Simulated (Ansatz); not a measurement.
# WC: from a starting cell to a relaxed one

The start is a relaxed WC cell, doubled along one cell vector, shaken by Gaussian noise of σ = 0.08 Å a coordinate. The structure is fully relaxed (lattice and positions, P = 0) with PBE (plane waves to 420 eV, PAW, scalar-relativistic; Ansatz, an electronic-structure program). The first steps use a coarse 8×4×3 k-mesh.

Initial structure:
```yaml
crystal:
  lattice:
    - [3.00790, 0.00000, 0.00000]
    - [0.00000, 6.01776, 0.00000]
    - [0.00000, 0.00000, 7.35286]
  atoms:
    - { symbol: C, position: [0.48531, 0.98834, 0.49843] }
    - { symbol: C, position: [0.55372, 0.51431, 0.49896] }
    - { symbol: C, position: [0.98924, 0.99760, 0.48251] }
    - { symbol: C, position: [0.02441, 0.49885, 0.49684] }
    - { symbol: C, position: [0.01421, 0.23448, 0.03604] }
    - { symbol: C, position: [0.95687, 0.75271, 0.00302] }
    - { symbol: W, position: [0.00214, 0.22229, 0.73392] }
    - { symbol: W, position: [0.99838, 0.71975, 0.71821] }
    - { symbol: W, position: [0.98100, 0.24432, 0.28021] }
    - { symbol: W, position: [0.99446, 0.76899, 0.28960] }
    - { symbol: W, position: [0.49378, 0.99297, 0.02341] }
    - { symbol: W, position: [0.50673, 0.49308, 0.99717] }
```

| Item | Result |
|---|---|
| Initial pressure | +7 GPa (positive: the cell is compressed) |
| Largest initial force | about 7.3 eV/Å, on C5 (atoms numbered as listed) |
| Energy released | 0.49 eV/atom |
| Volume change | +1.0 %, from 11.09 to 11.20 Å³/atom |
| Relative to the parent | It does not go back: it reaches Pmmm (No. 47), 0.34 eV/atom below the parent |
| Shortest distances (start → end) | The closest pairs of elements (up to four, under 3.6 Å), start → end: C–C 1.42 → 1.39 Å; C–W 1.80 → 2.12 Å; W–W 2.81 → 2.74 Å |
| Band gap at the end | zero (metallic) |
| Optimiser moves | 22 |

Relaxed structure:

Space group Pmmm (No. 47); a = 2.846 Å, b = 3.380 Å, c = 6.985 Å, α = β = γ = 90.00°

| atom | site | symmetry | x | y | z |
|---|---|---|---|---|---|
| C | 2n | m2m | 0.0000 | 0.2057 | 0.5000 |
| C | 1f | mmm | 0.5000 | 0.5000 | 0.0000 |
| W | 2t | mm2 | 0.5000 | 0.5000 | 0.3036 |
| W | 1a | mmm | 0.0000 | 0.0000 | 0.0000 |

Final values are on a 16×14×7 k-mesh of the relaxed cell. No spin polarisation in the result.

The relaxed structure here is a generated cell of WC: the first start was made by a random draw of sites in a space group, and the end was not matched to a known phase here, so it may be hypothetical. Known forms of WC include space group No. 187.
